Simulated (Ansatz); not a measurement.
**Zincblende alloy of BeS and BeSe (18 of 32 S sites exchanged), 64 atoms**

Ansatz, PAW, plane waves. PBEsol relaxation of volume and atoms (shape held) at the single k point (¼, ¼, ¼) without its symmetry partners; single points on the relaxed atoms at the Γ point alone, onto which points of the small cell's zone fold. Arrangement: quasirandom. No spin–orbit coupling unless named.

Relaxed structure:

```yaml
crystal:
  lattice:
    - [10.00341, 0.00000, 0.00000]
    - [0.00000, 10.00341, 0.00000]
    - [0.00000, 0.00000, 10.00341]
  atoms:
    - { symbol: Be, position: [0.00613, 0.99461, 0.99543] }
    - { symbol: Be, position: [0.99609, 0.99512, 0.50520] }
    - { symbol: Be, position: [0.00620, 0.49523, 0.00452] }
    - { symbol: Be, position: [0.99589, 0.50670, 0.49478] }
    - { symbol: Be, position: [0.49517, 0.00563, 0.99437] }
    - { symbol: Be, position: [0.50021, 0.98974, 0.50032] }
    - { symbol: Be, position: [0.49494, 0.49662, 0.00535] }
    - { symbol: Be, position: [0.50035, 0.50023, 0.49973] }
    - { symbol: Be, position: [0.25572, 0.25458, 0.99574] }
    - { symbol: Be, position: [0.25465, 0.25512, 0.50481] }
    - { symbol: Be, position: [0.23956, 0.74809, 0.99934] }
    - { symbol: Be, position: [0.26066, 0.74797, 0.50057] }
    - { symbol: Be, position: [0.75586, 0.25495, 0.00481] }
    - { symbol: Be, position: [0.74266, 0.25494, 0.49534] }
    - { symbol: Be, position: [0.74850, 0.74808, 0.00055] }
    - { symbol: Be, position: [0.75015, 0.74812, 0.49931] }
    - { symbol: Be, position: [0.24908, 0.00134, 0.25066] }
    - { symbol: Be, position: [0.25627, 0.99400, 0.75445] }
    - { symbol: Be, position: [0.25620, 0.50604, 0.24534] }
    - { symbol: Be, position: [0.24924, 0.49076, 0.74952] }
    - { symbol: Be, position: [0.74356, 0.99339, 0.25525] }
    - { symbol: Be, position: [0.75503, 0.99630, 0.74394] }
    - { symbol: Be, position: [0.75478, 0.49570, 0.25588] }
    - { symbol: Be, position: [0.74366, 0.50641, 0.74482] }
    - { symbol: Be, position: [0.99647, 0.25375, 0.24521] }
    - { symbol: Be, position: [0.00590, 0.25593, 0.75533] }
    - { symbol: Be, position: [0.00014, 0.73739, 0.25057] }
    - { symbol: Be, position: [0.00148, 0.75846, 0.74933] }
    - { symbol: Be, position: [0.49962, 0.26107, 0.25063] }
    - { symbol: Be, position: [0.49067, 0.24863, 0.74921] }
    - { symbol: Be, position: [0.50056, 0.74842, 0.26035] }
    - { symbol: Be, position: [0.49957, 0.74743, 0.73955] }
    - { symbol: Se, position: [0.12696, 0.12774, 0.12162] }
    - { symbol: Se, position: [0.12830, 0.12397, 0.62891] }
    - { symbol: Se, position: [0.12703, 0.62596, 0.62517] }
    - { symbol: Se, position: [0.62399, 0.12775, 0.12668] }
    - { symbol: Se, position: [0.62259, 0.12390, 0.62393] }
    - { symbol: Se, position: [0.62521, 0.62234, 0.13057] }
    - { symbol: Se, position: [0.37414, 0.87340, 0.12519] }
    - { symbol: Se, position: [0.87402, 0.37797, 0.62389] }
    - { symbol: Se, position: [0.87678, 0.87203, 0.12689] }
    - { symbol: Se, position: [0.37785, 0.12670, 0.37676] }
    - { symbol: Se, position: [0.37274, 0.62375, 0.87389] }
    - { symbol: Se, position: [0.87272, 0.12492, 0.37555] }
    - { symbol: Se, position: [0.87801, 0.12519, 0.87516] }
    - { symbol: Se, position: [0.87805, 0.62473, 0.87510] }
    - { symbol: Se, position: [0.12708, 0.37920, 0.37285] }
    - { symbol: Se, position: [0.12567, 0.87069, 0.37674] }
    - { symbol: Se, position: [0.62285, 0.37531, 0.87516] }
    - { symbol: Se, position: [0.62396, 0.87462, 0.87119] }
    - { symbol: S, position: [0.12587, 0.62221, 0.12540] }
    - { symbol: S, position: [0.62389, 0.62609, 0.61996] }
    - { symbol: S, position: [0.37436, 0.37712, 0.12560] }
    - { symbol: S, position: [0.37651, 0.37645, 0.62551] }
    - { symbol: S, position: [0.37700, 0.87286, 0.62493] }
    - { symbol: S, position: [0.87712, 0.37787, 0.12700] }
    - { symbol: S, position: [0.87454, 0.87218, 0.62392] }
    - { symbol: S, position: [0.37308, 0.12634, 0.87373] }
    - { symbol: S, position: [0.37817, 0.62372, 0.37687] }
    - { symbol: S, position: [0.87292, 0.62480, 0.37526] }
    - { symbol: S, position: [0.12875, 0.37534, 0.87795] }
    - { symbol: S, position: [0.12726, 0.87450, 0.87375] }
    - { symbol: S, position: [0.62382, 0.37934, 0.37552] }
    - { symbol: S, position: [0.62497, 0.87062, 0.37938] }
```

Task: What are the mean bond lengths by pair (pairs within 1.2 times the sum of covalent radii, less contacts 15 % beyond the pair's median; cation–cation pairs of compounds aside; long ionic contacts are cut short by that bound)?

Result: Be–S 2.117 ± 0.016 Å (standard deviation, 56 bonds); Be–Se 2.206 ± 0.012 Å (standard deviation, 72 bonds).

Task: What gap lies between the top filled and the lowest empty level in the single points?

Result: HSE06 3.45 eV (2.6 min on 7 threads of Neoverse-V2).
